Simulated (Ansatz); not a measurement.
**Ni: the functional and the phonons**

Ni in a ferromagnetic state, relaxed with PBE.

```yaml
# lattice in Å, fractional positions
crystal:
  lattice:
    - [0.00000, 1.76107, 1.76107]
    - [1.76107, 0.00000, 1.76107]
    - [1.76107, 1.76107, 0.00000]
  atoms:
    - { symbol: Ni, position: [0.00000, 0.00000, 0.00000] }
```

Computed with Ansatz (plane-wave DFT, scalar-relativistic): PBE; Ansatz hand-made PAW at 920 eV; k mesh 8×8×8; Fermi–Dirac smearing of 0.1 eV; collinear spin from start moments 0.7 μB (atoms as listed). Harmonic phonons by finite displacements in cells commensurate with each q, in cm⁻¹; i marks an unstable mode.

Caveats: coarse k mesh.

At 10.92 Å³ an atom it gives lowest mode at q = [0.5, 0, 0.5] (cm⁻¹) 209; top mode at q = [0.5, 0, 0.5] (cm⁻¹) 278.

**Question.** Repeat with LDA in its relaxed cell, PBEsol in its relaxed cell, on the same kind of potentials and mesh. What changes?

**Answer.** 
| functional | cutoff (eV) | volume (Å³/atom) | lowest mode at q = [0.5, 0, 0.5] (cm⁻¹) | top mode at q = [0.5, 0, 0.5] (cm⁻¹) |
| --- | --- | --- | --- | --- |
| LDA in its relaxed cell | 890 | 10.07 | 226 | 305 |
| PBEsol in its relaxed cell | 890 | 10.42 | 222 | 296 |
